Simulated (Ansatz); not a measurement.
KF (rock salt, space group No. 225), LDA in the plane-wave PAW code Ansatz. The conduction-band minimum lies at Γ, with 1 equivalent valley. Second derivatives d²E/dk² of the lowest band at one valley (eV·Å²), along Cartesian directions:

| direction | d²E/dk² |
|---|---|
| [100] | 14.66 |
| [010] | 14.66 |
| [001] | 14.66 |
| [110] | 14.66 |
| [101] | 14.66 |
| [011] | 14.66 |

Question: Find the principal effective masses, the density-of-states mass and the conductivity mass.

Answer: Off-diagonal terms follow from H_xy = H[110] − (H_xx + H_yy)/2, and m*/mₑ = 7.620 eV·Å² over each eigenvalue: 0.52, 0.52, 0.52. One valley's DOS mass (m₁m₂m₃)^(1/3) = 0.52, conductivity mass 3/(Σ 1/mᵢ) = 0.52 mₑ.

Question: What effective density of states Nc follows at 300 K for parabolic valleys?

Answer: Nc = 2.509e19 × 1 × (0.52)^(3/2) ≈ 9.4e18 cm⁻³.

Question: With the computed static dielectric constant 5.43 (mean of the diagonal), estimate a hydrogenic donor's binding energy and radius.

Answer: E = 13.606 eV × 0.52/5.43² ≈ 240 meV; a = 0.529 Å × ε/m* ≈ 5.5 Å. Semilocal masses tend to be too small where the gap is.

Question: With ε∞ = 2.10 and ω_LO = 339 cm⁻¹, what Fröhlich coupling constant follows?

Answer: α = (1/ε∞ − 1/ε0) √(m* × 13.606 eV/ħω_LO) = 3.8.

Space group Fm-3m (rock salt). The cell was relaxed with LDA under the symmetry of its start; phonons on a q-mesh show no instability.

Potentials: the later of the program's two PAW sets.
